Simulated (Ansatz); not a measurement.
# TiB: energy along a strain

TiB, F-43m, a = 4.202 Å (as given, not relaxed at this level: 105.3 GPa). The structure is a COD entry; whether it is the stable form wasn't checked. Ansatz: LDA, PAW, 420 eV, Γ-centred 20×20×20 mesh on 2 atoms, Gaussian smearing 0.15 eV; no spin polarisation. Cell vectors (Å): 0.000 2.101 2.101; 2.101 0.000 2.101; 2.101 2.101 0.000. The cell is strained by x per cent times the pattern (0 0 1 0 0 0) in the order xx yy zz yz xz xy (engineering shears), with fractional coordinates held. y is the free energy over the start, V0 = 9.274 Å³/atom.

```
x (%) y (meV/atom)
-6.00             ?
-4.50        289.95
-3.00        189.86
 0.00          0.00
 1.50        -89.62
 3.00       -175.58
 4.50       -257.80
 6.00       -336.22
```

Fit y = c1 x + c2 x² + c3 x³ to the other rows, get the stiffness along the pattern, and predict the missing energy.

Least squares on the rows shown. y = −60.943 x + 0.79368 x² + 0.0040064 x³. The clamped-ion stiffness p·C·p = 2 × 7.937 eV × 160.2 / 9.274 Å³ = 274 GPa, which is C33 in these axes (C11 of the cubic crystal) (second derivative at the start, which stands under stress). At x = -6.00 the fit asked for gives 393.37 meV/atom. The run gave 393.32 meV/atom, so the fit is 0.05 meV/atom too high, a small miss on the scale of the series.